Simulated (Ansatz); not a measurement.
Geometry optimisation in Ansatz: input, command and trajectory.

```yaml
crystal:
  lattice:
    - [5.7500577788, 0.0, 0.0]
    - [0.0, 5.7500577788, 0.0]
    - [0.0, 0.0, 3.7036179729]
  atoms:
    - { symbol: Cs, position: [0.0, 0.0, 0.0] }
    - { symbol: Cs, position: [0.5, 0.5, 0.5] }
    - { symbol: H, position: [0.306, 0.306, 0.0] }
    - { symbol: H, position: [0.194, 0.806, 0.5] }
    - { symbol: H, position: [0.694, 0.694, 0.0] }
    - { symbol: H, position: [0.806, 0.194, 0.5] }
basis:
  ecutwfc: 420
kpoints:
  mp_grid: { grid: [4, 4, 6] }
hamiltonian:
  xc: pbe
scf:
  occupations: { method: gaussian, width: 0.1 }
  lower_state_search: "off"
output:
  forces: true
  stress: true
  eigenvalues: true
relax:
  adjacent_minimum: "off"
  f_tol: 0.04
  max_steps: 70
  cell: { stress_tol: 0.4 }
```

```bash
ansatz run input.yaml --threads 1 --pin off --max-ram 2560MiB --backend cpu --events-out ev --progress --plain --runs-dir out
```

The calculation used DFT PBE, scalar-relativistic, plane waves, PAW (Ansatz).

Of 10 frames 10 are shown, positions in Å and forces in eV/Å; the SCF threshold varies from step to step. Steps run on the plane waves of an earlier cell, with a Pulay correction in the pressure. The basis is chosen afresh for the last frame, the zero of the energies, and at times for earlier ones too; energy and pressure step there, also at an unchanged geometry. Here that happened at step 8 (-9 meV/atom, 0.2 GPa); the frames before carry an error of that size.

```xyz
6
Lattice="5.7501 0.0000 0.0000 0.0000 5.7501 0.0000 0.0000 0.0000 3.7036" Properties=species:S:1:pos:R:3:forces:R:3 pbc="T T T" step=1 free_energy_over_end_meV_per_atom=182.53 pressure_GPa=7.32
Cs    0.0000    0.0000    0.0000    0.0000    0.0000    0.0000
Cs    2.8750    2.8750    1.8518    0.0000    0.0000    0.0000
H     1.7595    1.7595    0.0000   -0.1203   -0.1203    0.0000
H     1.1155    4.6345    1.8518    0.1203   -0.1203    0.0000
H     3.9905    3.9905    0.0000    0.1203    0.1203    0.0000
H     4.6345    1.1155    1.8518   -0.1203    0.1203    0.0000
6
Lattice="5.8938 0.0000 0.0000 0.0000 5.8938 0.0000 0.0000 0.0000 3.8841" Properties=species:S:1:pos:R:3:forces:R:3 pbc="T T T" step=2 free_energy_over_end_meV_per_atom=99.37 pressure_GPa=4.40
Cs    0.0000    0.0000    0.0000    0.0000    0.0000    0.0000
Cs    2.9469    2.9469    1.9421    0.0000    0.0000    0.0000
H     1.7911    1.7911    0.0000   -0.0356   -0.0356    0.0000
H     1.1558    4.7380    1.9421    0.0356   -0.0356    0.0000
H     4.1027    4.1027    0.0000    0.0356    0.0356    0.0000
H     4.7380    1.1558    1.9421   -0.0356    0.0356    0.0000
6
Lattice="6.0571 0.0000 0.0000 0.0000 6.0571 0.0000 0.0000 0.0000 4.0667" Properties=species:S:1:pos:R:3:forces:R:3 pbc="T T T" step=3 free_energy_over_end_meV_per_atom=47.20 pressure_GPa=2.35
Cs    0.0000    0.0000    0.0000    0.0000    0.0000    0.0000
Cs    3.0286    3.0286    2.0333    0.0000    0.0000    0.0000
H     1.8424    1.8424    0.0000   -0.0075   -0.0075    0.0000
H     1.1861    4.8710    2.0333    0.0075   -0.0075    0.0000
H     4.2147    4.2147    0.0000    0.0075    0.0075    0.0000
H     4.8710    1.1861    2.0333   -0.0075    0.0075    0.0000
6
Lattice="6.2043 0.0000 0.0000 0.0000 6.2043 0.0000 0.0000 0.0000 4.2428" Properties=species:S:1:pos:R:3:forces:R:3 pbc="T T T" step=4 free_energy_over_end_meV_per_atom=21.07 pressure_GPa=1.07
Cs    0.0000    0.0000    0.0000    0.0000    0.0000    0.0000
Cs    3.1021    3.1021    2.1214    0.0000    0.0000    0.0000
H     1.8956    1.8956    0.0000   -0.0001   -0.0001    0.0000
H     1.2065    4.9978    2.1214    0.0001   -0.0001    0.0000
H     4.3087    4.3087    0.0000    0.0001    0.0001    0.0000
H     4.9978    1.2065    2.1214   -0.0001    0.0001    0.0000
6
Lattice="6.3290 0.0000 0.0000 0.0000 6.3290 0.0000 0.0000 0.0000 4.4235" Properties=species:S:1:pos:R:3:forces:R:3 pbc="T T T" step=5 free_energy_over_end_meV_per_atom=11.22 pressure_GPa=0.23
Cs    0.0000    0.0000    0.0000    0.0000    0.0000    0.0000
Cs    3.1645    3.1645    2.2117    0.0000    0.0000    0.0000
H     1.9484    1.9484    0.0000   -0.0011   -0.0011    0.0000
H     1.2161    5.1129    2.2117    0.0011   -0.0011    0.0000
H     4.3806    4.3806    0.0000    0.0011    0.0011    0.0000
H     5.1129    1.2161    2.2117   -0.0011    0.0011    0.0000
6
Lattice="6.2948 0.0000 0.0000 0.0000 6.2948 0.0000 0.0000 0.0000 4.5028" Properties=species:S:1:pos:R:3:forces:R:3 pbc="T T T" step=6 free_energy_over_end_meV_per_atom=10.46 pressure_GPa=0.13
Cs    0.0000    0.0000    0.0000    0.0000    0.0000    0.0000
Cs    3.1474    3.1474    2.2514    0.0000    0.0000    0.0000
H     1.9566    1.9566    0.0000   -0.0073   -0.0073    0.0000
H     1.1908    5.1040    2.2514    0.0073   -0.0073    0.0000
H     4.3382    4.3382    0.0000    0.0073    0.0073    0.0000
H     5.1040    1.1908    2.2514   -0.0073    0.0073    0.0000
6
Lattice="6.2961 0.0000 0.0000 0.0000 6.2961 0.0000 0.0000 0.0000 4.5501" Properties=species:S:1:pos:R:3:forces:R:3 pbc="T T T" step=7 free_energy_over_end_meV_per_atom=10.25 pressure_GPa=0.03
Cs    0.0000    0.0000    0.0000    0.0000    0.0000    0.0000
Cs    3.1480    3.1480    2.2751    0.0000    0.0000    0.0000
H     1.9575    1.9575    0.0000   -0.0042   -0.0042    0.0000
H     1.1905    5.1056    2.2751    0.0042   -0.0042    0.0000
H     4.3386    4.3386    0.0000    0.0042    0.0042    0.0000
H     5.1056    1.1905    2.2751   -0.0042    0.0042    0.0000
6
Lattice="6.2961 0.0000 0.0000 0.0000 6.2961 0.0000 0.0000 0.0000 4.5501" Properties=species:S:1:pos:R:3:forces:R:3 pbc="T T T" step=8 free_energy_over_end_meV_per_atom=1.14 pressure_GPa=0.24
Cs    0.0000    0.0000    0.0000    0.0000    0.0000    0.0000
Cs    3.1480    3.1480    2.2751    0.0000    0.0000    0.0000
H     1.9575    1.9575    0.0000   -0.0043   -0.0043    0.0000
H     1.1905    5.1056    2.2751    0.0043   -0.0043    0.0000
H     4.3386    4.3386    0.0000    0.0043    0.0043    0.0000
H     5.1056    1.1905    2.2751   -0.0043    0.0043    0.0000
6
Lattice="6.3419 0.0000 0.0000 0.0000 6.3419 0.0000 0.0000 0.0000 4.6506" Properties=species:S:1:pos:R:3:forces:R:3 pbc="T T T" step=9 free_energy_over_end_meV_per_atom=0.29 pressure_GPa=0.01
Cs    0.0000    0.0000    0.0000    0.0000    0.0000    0.0000
Cs    3.1709    3.1709    2.3253    0.0000    0.0000    0.0000
H     1.9699    1.9699    0.0000    0.0019    0.0019    0.0000
H     1.2011    5.1408    2.3253   -0.0019    0.0019    0.0000
H     4.3720    4.3720    0.0000   -0.0019   -0.0019    0.0000
H     5.1408    1.2011    2.3253    0.0019   -0.0019    0.0000
6
Lattice="6.3419 0.0000 0.0000 0.0000 6.3419 0.0000 0.0000 0.0000 4.6506" Properties=species:S:1:pos:R:3:forces:R:3 pbc="T T T" step=10 free_energy_over_end_meV_per_atom=0.00 pressure_GPa=0.01
Cs    0.0000    0.0000    0.0000    0.0000    0.0000    0.0000
Cs    3.1709    3.1709    2.3253    0.0000    0.0000    0.0000
H     1.9699    1.9699    0.0000    0.0019    0.0019    0.0000
H     1.2011    5.1408    2.3253   -0.0019    0.0019    0.0000
H     4.3720    4.3720    0.0000   -0.0019   -0.0019    0.0000
H     5.1408    1.2011    2.3253    0.0019   -0.0019    0.0000
```

The start puts this composition into another compound's structure type, which needn't suit it. The cell swells from 20.4 to 31.2 Å³ an atom, so the end can be far from any stable crystal. At the end the space group is P4_2/mnm (tolerance 0.05 Å).

It took 44 s on 1 thread of Arm Neoverse V1 (shared host), peak memory 0.41 GiB.

The k mesh is coarse.